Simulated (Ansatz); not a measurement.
**HfN (Fm-3m): electronic heat capacity and spin susceptibility from the density of states**

Level of theory: DFT r2SCAN, scalar-relativistic, plane waves, PAW in Ansatz.

Settings: cutoff 500 eV, Γ-centred mesh 16×16×16 on the computed 2-atom cell, Gaussian smearing of 0.10 eV; no spin polarisation.

Relaxed cell: Fm-3m, a = 4.525 Å, b = 4.525 Å, c = 4.525 Å, α = 90.00°, β = 90.00°, γ = 90.00°, 2 atoms in the primitive cell.

The density of states at the Fermi level is 0.596 states/eV in the cell of 2 atoms (1 formula unit; both spins, tetrahedra on a 24×24×24 mesh).

Q: What Sommerfeld coefficient and Pauli susceptibility does this give?

A: Per formula unit N(E_F) = 0.596 states/eV. γ = (π²/3) k_B² N(E_F) N_A = 2.357 mJ/(mol K²) per state/eV, so γ = 1.4 mJ/(mol K²), a mole of formula units. χ_P = μ_B² N(E_F) N_A = 3.23×10⁻⁵ emu/mol per state/eV gives 1.9×10⁻⁵ emu/mol. This is the bare band result: a measured γ of the same phase is as a rule larger by a factor 1 + λ from phonons and spin fluctuations, the spin part of χ is larger by the Stoner factor, and a measured χ also holds orbital and core terms. N(E_F) at one energy is sensitive to the mesh where the density of states has sharp peaks.

Spin-orbit coupling is left out, which matters for the bands of heavy elements. Spin polarisation was left out, and a magnetic state may lie lower.